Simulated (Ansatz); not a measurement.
AgCl (rock salt)

```
CELL_PARAMETERS angstrom
      0.00000     2.72373     2.72373
      2.72373     0.00000     2.72373
      2.72373     2.72373     0.00000
ATOMIC_POSITIONS crystal
  Cl 0.00000 0.00000 0.00000
  Ag 0.50000 0.50000 0.50000
```

The volume is varied about the relaxed value V₀ at fixed cell shape. Symmetry pins the atoms to their sites.

Calculation: PBEsol (plane waves to 420 eV, PAW, scalar-relativistic; Ansatz, a first-principles code). k mesh 10×10×10 (Γ-centred), Fermi-Dirac smearing 0.05 eV. E stands for the smeared free energy. Stress and pressure are positive under compression. AgCl was relaxed with its symmetry unable to fall. The zero of ΔE is the relaxed starting cell.

| V (Å³/atom) | ΔE (meV/atom) |
|---|---|
| 16.973 | 131.5 |
| 17.620 | 77.9 |
| 18.267 | 40.6 |
| 18.913 | withheld |
| 19.560 | 3.9 |
| 20.206 | 0.0 |
| 20.853 | 3.4 |
| 21.500 | 12.8 |
| 22.146 | 27.1 |
| 22.793 | 45.3 |
| 23.439 | 66.8 |

Q: Fit a third-order Birch-Murnaghan form (E₀, V₀, B₀, B₀′ free) to the given rows and predict ΔE at V = 18.913.

A: Least squares on the 10 given rows: ΔE = E₀ + (9V₀B₀/16)·y²·[2 + (B₀′ − 4)y], y = (V₀/V)^(2/3) − 1, with V₀ = 20.208 Å³/atom, B₀ = 56.49 GPa (160.2 GPa = 1 eV/Å³; the term in eV is multiplied by 1000), B₀′ = 5.27, E₀ = 0.00 meV/atom; root-mean-square residual 0.03 meV/atom. At 18.913 the fit gives 16.8 meV/atom; the calculation gives 16.8 meV/atom, the same to the digits shown. For the pressure the fit gives 4.5 GPa against the computed 4.5 GPa.

(A scan under strain: stresses follow from slopes of the energy per volume, elastic moduli from its curvatures.)
